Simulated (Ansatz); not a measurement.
C:
```xyz
2
Lattice="0.0000 1.7784 1.7784 1.7784 0.0000 1.7784 1.7784 1.7784 0.0000" Properties=species:S:1:pos:R:3 pbc="T T T"
C      2.6677     2.6677     2.6677
C      1.7784     1.7784     1.7784
```

Relaxed with PBE+D3(BJ).

Question: List the phonon frequencies at the special points (DFPT on a 6×6×6 q-mesh, Fourier-interpolated; the program Ansatz at the PBE+D3(BJ) level (PAW)).

Answer: In cm⁻¹.

```csv
q,frequencies
Γ,0 0 0 1306 1306 1306
X,783 783 1076 1076 1205 1205
U,747 976 1012 1060 1096 1236
K,747 976 1012 1060 1096 1236
L,548 548 1059 1211 1211 1255
W,916 916 1000 1000 1167 1167
```

Space group Fd-3m (diamond). The PBE+D3(BJ) relaxation kept the symmetry of its start; phonons on a q-mesh show no instability. The volume moved by -27 % from the start of the relaxation.

Potentials: the later of the program's two PAW sets.
